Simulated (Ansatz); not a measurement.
Space group I4_1/amd:1 (No. 141). a = 6.940 Å, b = 6.940 Å, c = 5.231 Å, α = 90.00°, β = 90.00°, γ = 90.00°
```json
{"atom": "As", "site": "8c", "symmetry": ".2/m.", "x": "0.0000", "y": "0.7500", "z": "0.1250"}
{"atom": "Se", "site": "4b", "symmetry": "-4m2", "x": "0.0000", "y": "0.0000", "z": "0.5000"}
```

Equation of state of this As₂Se structure (not necessarily the ground state), with shape and atoms relaxed at each volume where symmetry leaves them free. It has no gap at any of these volumes. The calculation used DFT PBEsol, scalar-relativistic, plane waves, PAW in Ansatz 0.2.0.

Cutoff 420 eV; k points 8×8×8 on the computed 6-atom cell (Γ-centred); Gaussian smearing, width 0.10 eV; no spin polarisation.

```csv
V (Å³/atom),E − E(largest V) (meV/atom),P (GPa)
18.477,43.36,11.91
19.107,3.78,8.34
19.737,-22.51,5.14
20.366,-37.14,2.36
20.996,-41.74,0.00
21.626,-37.50,-2.08
22.256,-25.69,-3.87
23.096,0.00,-5.86
```

Question: Fit a third-order Birch–Murnaghan equation to E(V).

Answer: V0 = 21.00 Å³/atom, B0 = 74 GPa, B0' = 3.7.